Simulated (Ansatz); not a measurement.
KAg2PH4, a known structure type with other elements, at an estimated volume

```xyz
8
Lattice="-2.8469 2.8469 3.4151 2.8469 -2.8469 3.4151 2.8469 2.8469 -3.4151" Properties=species:S:1:pos:R:3 pbc="T T T"
Ag    2.8469    0.0000    1.7076
Ag    0.0000    2.8469    1.7076
P     0.0000    0.0000    0.0000
K     0.0000    0.0000    3.4151
H     1.8932   -1.8932    2.4862
H     0.9537    0.9537    0.9289
H    -1.8932    1.8932    2.4862
H     1.8932    1.8932    4.3440
```

Single point in Ansatz 0.2.0 with r2SCAN, no spin polarisation. Cutoff 500 eV, PAW datasets, 6×6×6 Γ-centred k mesh, tetrahedron filling.

(1) Which atom feels the largest force, and which way?

(2) Is there a gap?

(3) What does the stress say?

(4) What is the formation energy?

Origin: a known structure type with other elements, at an estimated volume, so it need not be a known compound. Caveats: empty levels are not fully converged; forces and stress under tetrahedra may miss the slope of the energy.

## Answers

(1) The largest is on H5 (and as large on other atoms): 0.68 eV/Å, components (0.48, -0.48, -0.08). It makes 42° with the line to a nearest neighbour, P3 at 1.64 Å, pointing towards it.

(2) It is a metal, with about 1.1 states/eV a cell as the mean within 0.25 eV of the Fermi level, mostly Ag s (34 %), P p (24 %) and H s (18 %).

(3) The pressure is -0.6 GPa (compression positive), so with the atoms held at these fractions the cell would first shrink. The principal stresses -1.2, -1.2, 0.7 GPa differ, so its shape would change too.

(4) 0.50 eV an atom against the elements' usual phases (free molecules for gases, crystals otherwise, with no correction for O₂ or N₂), so at this geometry it isn't bound against them. Relaxing would lower it.
